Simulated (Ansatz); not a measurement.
Task: MoS2 in space group R3m (No. 160; Mo on 3a, S on 3a, S on 3a) is relaxed with plane-wave PAW LDA (Ansatz code). What lattice parameters of the conventional cell result?

Result: a = 3.126 Å, c = 17.974 Å.

Task: Give the free coordinates with the occupied sites.

Result: In one choice of origin and axes:

```tsv
atom	site	symmetry	x	y	z
Mo	3a	3m	0.0000	0.0000	0.0000
S	3a	3m	0.0000	0.0000	0.7530
S	3a	3m	0.0000	0.0000	0.5803
```

Task: Is it a metal or does it have a gap at this level?

Result: A gap of 0.70 eV, indirect.

The LDA relaxation kept the symmetry of its start; of distortions, only those at the zone centre were tested. No spin polarisation was allowed. A crystal of weakly bound layers computed without a dispersion correction: the cell and the soft elastic constants depend strongly on that. Scalar-relativistic: spin–orbit coupling is off unless named, which matters more the heavier the elements.

Potentials: the later of the program's two PAW sets.
